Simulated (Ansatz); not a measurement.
NiSb:
```
CELL_PARAMETERS angstrom
      3.26533     0.00000     0.00000
      0.00000     3.26533     0.00000
      0.00000     0.00000     3.26533
ATOMIC_POSITIONS crystal
  Ni 0.00000 0.00000 0.00000
  Sb 0.50000 0.50000 0.50000
```

Relaxed with PBE. Special points in fractions of this cell's reciprocal vectors: Γ (0.000, 0.000, 0.000); X (0.000, 0.500, 0.000); M (0.500, 0.500, 0.000); R (0.500, 0.500, 0.500).

**Question.** List the band energies nearest the Fermi level at these points for PBE with spin–orbit coupling in the plane-wave PAW code Ansatz.

**Answer.** In eV from the Fermi level; about four levels below and three above (degenerate sets whole), none deeper than 8.9 eV; points with the same levels are listed once.

```tsv
k	below	above
Γ	-1.40 -1.40 -1.40 -1.40 -1.27 -1.27	0.33 0.33 1.10 1.10 1.10 1.10
X	-1.34 -1.34 -0.93 -0.93	4.00 4.00 4.69 4.69
M	-1.02 -1.02 -0.65 -0.65	0.25 0.25 4.76 4.76
R	-0.99 -0.99 -0.99 -0.99	0.92 0.92 1.13 1.13 1.13 1.13
```

Space group Pm-3m (CsCl type). A made-up cell: these elements were put on the sites of a structure type; neither database checked (COD, Materials Project) lists it. COD files the formula under space group No. 194, so this cell is another polymorph or a model. Its standing as an ambient phase is unchecked. The PBE relaxation kept the symmetry of its start; whether a distortion lowers the energy is not shown. The workflow began spin-polarised and lost its moments.

Potentials: the earlier of the program's two PAW sets.
